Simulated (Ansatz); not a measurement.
YN (rock salt)

```
CELL_PARAMETERS angstrom
      0.00000     2.44783     2.44783
      2.44783     0.00000     2.44783
      2.44783     2.44783     0.00000
ATOMIC_POSITIONS crystal
  N  0.00000 0.00000 0.00000
  Y  0.50000 0.50000 0.50000
```

The volume is varied about the relaxed value V₀ at fixed cell shape. Symmetry pins the atoms to their sites.

The numbers are results of r2SCAN (plane waves to 500 eV, PAW, scalar-relativistic; Ansatz, a program for electronic structure), not measurements. k mesh 12×12×12 (Γ-centred), Fermi-Dirac smearing 0.05 eV. The energy includes the smearing's −TS. Stress and pressure are positive under compression. YN is run without spin polarisation. YN was relaxed with its symmetry unable to fall. The zero of ΔE is the relaxed starting cell.

```
V (Å³/atom)  ΔE (meV/atom)
-----------  -------------
12.320               267.6
12.712               176.3
13.103               107.2
13.494                57.3
13.885                24.3
14.276                 5.8
14.667                 0.0
15.058                 5.3
15.449                20.2
15.841            withheld
16.232                74.1
16.623               111.0
17.014               153.5
```

Problem. Fit a third-order Birch-Murnaghan form (E₀, V₀, B₀, B₀′ free) to the given rows and predict ΔE at V = 15.841.

Solution. Least squares on the 12 given rows: ΔE = E₀ + (9V₀B₀/16)·y²·[2 + (B₀′ − 4)y], y = (V₀/V)^(2/3) − 1, with V₀ = 14.668 Å³/atom, B₀ = 169.3 GPa (160.2 GPa = 1 eV/Å³; the term in eV is multiplied by 1000), B₀′ = 4.15, E₀ = 0.06 meV/atom; root-mean-square residual 0.08 meV/atom. At 15.841 the fit gives 43.5 meV/atom; the calculation gives 43.5 meV/atom, the same to the digits shown. For the pressure the fit gives -11.1 GPa against the computed -11.1 GPa.

(Under strain, the slope of the energy per volume gives the stress and its curvature an elastic modulus.)
